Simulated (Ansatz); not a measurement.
Mg2Si (fluorite or antifluorite type, Fm-3m) at seven volumes, LDA in the plane-wave PAW code Ansatz, scaled uniformly. One row is withheld.

| V (Å³/atom) | P (GPa) |
|---|---|
| 18.604 | 6.73 |
| 19.217 | 4.14 |
| 19.830 | 1.91 |
| 20.443 | 0.00 |
| 21.057 | -1.65 |
| 21.670 | -3.06 |
| 22.283 | ? |

### Question
Fit the shown pressures and predict the withheld one.

### Answer
P = (3/2)B₀(x^(7/2) − x^(5/2))[1 + (3/4)(B′ − 4)(x − 1)] with x = (V₀/V)^(2/3). Least squares on the six rows gives V₀ = 20.443 Å³/atom, B₀ = 59.1 GPa, B′ = 4.03. At V = 22.283, x = 0.9442 and P = -4.28 GPa. The run itself gave -4.28 GPa.

The LDA relaxation kept the symmetry of its start; phonons on a q-mesh show no instability.

Potentials: the later of the program's two PAW sets.
